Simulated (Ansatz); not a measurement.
Mo2N (anti-anatase, I4_1/amd) at seven volumes, DFT-r²SCAN in the program Ansatz with PAW potentials, shape and atoms relaxed at each. One row is withheld.

```csv
V (Å³/atom),P (GPa)
10.880,36.57
11.239,22.34
11.597,10.26
11.956,0.00
12.315,?
12.673,-16.06
13.032,-22.12
```

Question: Fit the shown pressures and predict the withheld one.

Answer: P = (3/2)B₀(x^(7/2) − x^(5/2))[1 + (3/4)(B′ − 4)(x − 1)] with x = (V₀/V)^(2/3). Least squares on the six rows gives V₀ = 11.956 Å³/atom, B₀ = 313 GPa, B′ = 4.54. At V = 12.315, x = 0.9805 and P = -8.66 GPa. The run itself gave -8.70 GPa.

The first step of the workflow began from a Materials Project structure, measured or hypothetical; the Crystallography Open Database files this formula in space group No. 141, but the cells were not matched. Whether it is the stable phase at ambient conditions was not checked. The r²SCAN relaxation kept the symmetry of its start; whether a distortion lowers the energy is not shown. The run is not spin-polarised.

Potentials: the later of the program's two PAW sets.
